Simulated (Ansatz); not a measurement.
W$_{3}$N in space group Fm-3m (No. 225; N on 4a, W on 4b, W on 8c), DFT-PBE in the program Ansatz with PAW potentials, all energies at zero smearing, with the estimated change up to a 700 eV cutoff added, with one set of potentials and settings (totals compare only within such a set). Cell of 4 atoms (1 N, 3 W): -31536.121 eV.

```
element             reference phase  E (eV/atom)
-------  --------------------------  -----------
N         Pa-3, 8 atoms in the cell    -384.0342
W        Im-3m, 1 atoms in the cell  -10385.9177
```

Formation energy per atom, worked out: (-31536.121 − 1×(-384.0342) − 3×(-10385.9177))/4 = 1.417 eV/atom (137 kJ per mol of atoms), at 0 K, without zero-point energy or fitted corrections.

A made-up cell: these elements were put on the sites of a structure type; neither database checked (COD, Materials Project) lists it. Whether it is the stable phase at ambient conditions was not checked. The PBE relaxation kept the symmetry of its start; its stability against distortions is not shown here. The run is not spin-polarised. The references are the lowest solids computed at this level, not always the standard phases (solids in place of the gases). Spin–orbit coupling is left out wherever it is not named.

Potentials: the earlier of the program's two PAW sets.
